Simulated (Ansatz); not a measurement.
**TlAgI2, a database entry at a rescaled volume**

```
CELL_PARAMETERS angstrom
-4.21291 4.21291 3.86941
4.21291 -4.21291 3.86941
4.21291 4.21291 -3.86941
ATOMIC_POSITIONS crystal
I 0.68200 0.18200 0.86400
I 0.18200 0.31800 0.50000
I 0.31800 0.81800 0.13600
I 0.81800 0.68200 0.50000
Tl 0.25000 0.25000 0.00000
Tl 0.75000 0.75000 0.00000
Ag 0.25000 0.75000 0.50000
Ag 0.75000 0.25000 0.50000
```

The numbers come from plane-wave PAW DFT (Ansatz): r2SCAN, no spin polarisation, 500 eV, 5×5×5 Γ-centred k points, fermi-dirac occupations (width 0.1 eV). Nothing was relaxed.

Task: Metal or insulator? Give the gap.

Result: The gap is 1.89 eV, direct at the points sampled.

Task: Describe some of the short contacts.

Result: I–Ag at 2.91 Å: least valence density 0.27 e/Å³ and ELF 0.16 there. Tl–I at 3.64 Å: least valence density 0.08 e/Å³ and ELF 0.09 there, a closed-shell (ionic or weak) contact. Tl–Tl at 3.87 Å: least valence density 0.04 e/Å³ and ELF 0.03 there, a closed-shell (ionic or weak) contact. Both are smooth PAW fields, read partly inside the augmentation spheres.

Task: What is the character of the valence top and the conduction bottom?

Result: Within 0.7 eV of the edges, the states project mainly on I p (73 %) and Ag d (22 %) below the gap and on Tl p (75 %) above it.

Task: Is the cell too large or too small?

Result: The pressure is -0.2 GPa (compression positive), so with the atoms held at these fractions the cell is close to zero pressure.

Task: Which atom feels the largest force, and which way?

Result: The largest is on I1 (and as large on other atoms): 0.12 eV/Å, components (-0.09, -0.09, 0.00). It makes 42° with the line to a nearest neighbour, Ag7 at 2.91 Å, pointing towards it.

Origin: a database entry at a rescaled volume. Caveats: no spin-orbit coupling, which can shift this gap by tenths of an eV; the mesh misses a band edge that the path finds.
